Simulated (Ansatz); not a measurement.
With DFT-PBE in the program Ansatz with PAW potentials, TaSb2 in the orthorhombic phase (Cmc2_1; Ta on 4a, Sb on 4a, Sb on 4a) relaxes to a = 3.651 Å, b = 13.086 Å, c = 5.906 Å. Its formation energy from the elements is 4.7 kJ/mol-atom, with no fitted shifts.

Electronic character: metallic (no gap).

The start of the workflow was typed in or built on a structure type; neither database checked (COD, Materials Project) lists it. Whether it is the stable phase at ambient conditions was not checked. The cell was relaxed with PBE under the symmetry of its start; whether a distortion lowers the energy is not shown. The run is not spin-polarised. The volume moved by -17 % from the start of the relaxation. The references are the lowest solids computed at this level, not always the standard phases. Spin–orbit coupling is left out wherever it is not named.

Potentials: the earlier of the program's two PAW sets.
